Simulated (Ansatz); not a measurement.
Input:

SnO:
```
SnO
1.0
    0.00000     2.70490     2.70490
    2.70490     0.00000     2.70490
    2.70490     2.70490     0.00000
O Sn
1 1
Direct
  0.25000   0.25000   0.25000
  0.00000   0.00000   0.00000
```

This is the r²SCAN-relaxed structure.

Problem. All from r²SCAN in the plane-wave PAW code Ansatz, unless another level is named. Give the bulk modulus (Birch–Murnaghan fit).

Solution. 66.1 GPa.

Problem. Next, the elastic constants (relaxed ions, GPa)?

Solution. C11 = 66.5, C12 = 66.2, C44 = -47.3.

Space group F-43m (zinc blende). The start of the workflow was typed in or built on a structure type; neither database checked (COD, Materials Project) lists it. It is not the phase usual at ambient conditions (space group No. 129). The r²SCAN relaxation kept the symmetry of its start. At this level the phase is mechanically unstable. The volume moved by 18 % from the start of the relaxation. As this level gives no gap, shear constants depend on the k-mesh and smearing (Fermi–Dirac, 0.1 eV here). Spin–orbit coupling is left out wherever it is not named.

Potentials: the later of the program's two PAW sets.
